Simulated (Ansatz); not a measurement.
Theory: DFT PBE, scalar-relativistic, plane waves, PAW (Ansatz). Settings: cutoff 420 eV, Γ-centred meshes spaced at most about 0.3 Å⁻¹, and about 0.25 Å⁻¹ or finer for metals (2π included), Gaussian smearing. Collinear spin in cells that started with moments and kept them past the coarse steps, no spin elsewhere.

Each of these unrelaxed guesses is relaxed in cell and atoms within its symmetry. A guess keeps its type if space group and coordination stay and the shape of the cell changes little (axis ratios within about 15 %, angles within 6°); the volume may change.

1. In4H3

```
In H
1.0
     5.12239    0.00000    0.00000
     0.00000    5.12239    0.00000
     0.00000    0.00000    5.12239
In H
4 3
Direct
  0.72378 0.27622 0.27622
  0.27622 0.72378 0.27622
  0.27622 0.27622 0.72378
  0.72378 0.72378 0.72378
  0.00000 0.00000 0.50000
  0.50000 0.00000 0.00000
  0.00000 0.50000 0.00000
```

2. Ba2HfC3

```
Ba Hf C
1.0
     0.00000    4.70866    4.95635
     2.90774    0.00000    4.95635
     2.90774    4.70866    0.00000
Ba Hf C
2 1 3
Direct
  0.75632 0.24368 0.75632
  0.24368 0.75632 0.24368
  0.50000 0.50000 0.50000
  0.50000 0.00000 0.00000
  0.00000 0.50000 0.50000
  0.00000 0.00000 0.00000
```

3. KSi3

```
K Si
1.0
    -1.97703    1.97703    4.53322
     1.97703   -1.97703    4.53322
     1.97703    1.97703   -4.53322
K Si
1 3
Direct
  0.00000 0.00000 0.00000
  0.75000 0.25000 0.50000
  0.25000 0.75000 0.50000
  0.50000 0.50000 0.00000
```

4. KZrCl4 (collinear spin from parallel moments)

```
K Zr Cl
1.0
     0.00000    4.49766    4.49766
     4.49766    0.00000    4.49766
     4.49766    4.49766    0.00000
K Zr Cl
1 1 4
Direct
  0.75000 0.75000 0.75000
  0.00000 0.00000 0.00000
  0.87536 0.37488 0.37488
  0.37488 0.37488 0.37488
  0.37488 0.87536 0.37488
  0.37488 0.37488 0.87536
```

Task: Which guesses survive the relaxation?

Result: Guesses 1, 3 and 4 keep their type.

```json
{"guess": "1", "kept": "yes", "start group": "P-43m", "end group": "P-43m", "V start (Å³/atom)": "19.2", "V end": "19.1", "b/a and c/a, end over start": "1.00, 1.00", "nearest neighbours start": "H 4, In 3", "nearest neighbours end": "H 4, In 3"}
{"guess": "2", "kept": "no", "start group": "Fmmm", "end group": "Fmmm", "V start (Å³/atom)": "22.6", "V end": "25.9", "b/a and c/a, end over start": "1.24, 3.10", "nearest neighbours start": "Ba 4, C 2, Hf 2", "nearest neighbours end": "Ba 2, C 2, Hf 2"}
{"guess": "3", "kept": "yes", "start group": "I4/mmm", "end group": "I4/mmm", "V start (Å³/atom)": "17.7", "V end": "20.0", "b/a and c/a, end over start": "1.00, 0.88", "nearest neighbours start": "K 12, Si 12", "nearest neighbours end": "K 12, Si 12"}
{"guess": "4", "kept": "yes", "start group": "F-43m", "end group": "F-43m", "V start (Å³/atom)": "30.3", "V end": "25.5", "b/a and c/a, end over start": "1.00, 1.00", "nearest neighbours start": "Cl 6, K 16, Zr 16", "nearest neighbours end": "Cl 6, K 16, Zr 16"}
```

Neighbours count within 15 % of an atom's shortest distance; end groups are read at 0.02 Å (0.05 Å in metals).

These runs have no spin–orbit coupling, which can matter for Hf. A magnetic state wasn't ruled out in cells without spin, among them In4H3 P-43m, KSi3 I4/mmm. Another magnetic order may lie lower. Cells relaxed within their symmetry can be saddle points.
